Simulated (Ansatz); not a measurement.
Bi2Se3:
```cif
data_Bi2Se3
_chemical_formula_sum 'Bi2 Se3'
_space_group_name_H-M_alt 'P 1'
_space_group_IT_number 1
_cell_length_a 4.18728
_cell_length_b 4.18728
_cell_length_c 10.68332
_cell_angle_alpha 90.000
_cell_angle_beta 90.000
_cell_angle_gamma 120.000
loop_
_space_group_symop_operation_xyz
  'x, y, z'
loop_
_atom_site_label
_atom_site_type_symbol
_atom_site_fract_x
_atom_site_fract_y
_atom_site_fract_z
_atom_site_occupancy
Bi1 Bi 0.33333 0.66667 0.18274 1
Bi2 Bi 0.66667 0.33333 0.81726 1
Se1 Se 0.00000 0.00000 0.00000 1
Se2 Se 0.33333 0.66667 0.67097 1
Se3 Se 0.66667 0.33333 0.32903 1
```

This is the PBE-relaxed structure.

Problem. All from DFT-PBE in the program Ansatz with PAW potentials, unless another level is named. Predict the electron effective mass.

Solution. 0.11, 0.11, 1.2 mₑ (principal values).

Problem. What about the smallest direct gap on the standard path?

Solution. 0.82 eV.

Problem. Next, the band gap?

Solution. 0.75 eV (indirect).

Problem. And the weight of the valence-edge state by species (Voronoi cells)?

Solution. Se 87 %, Bi 13 %.

Space group P-3m1 (La2O3 or Ni2Al3 type). A made-up cell: these elements were put on the sites of a structure type; neither database checked (COD, Materials Project) lists it. It is not the phase usual at ambient conditions (space group No. 166). Symmetry was held in the PBE relaxation; its stability against distortions is not shown here. Scalar-relativistic: spin–orbit coupling is off unless named, which matters more the heavier the elements.

Potentials: the later of the program's two PAW sets.
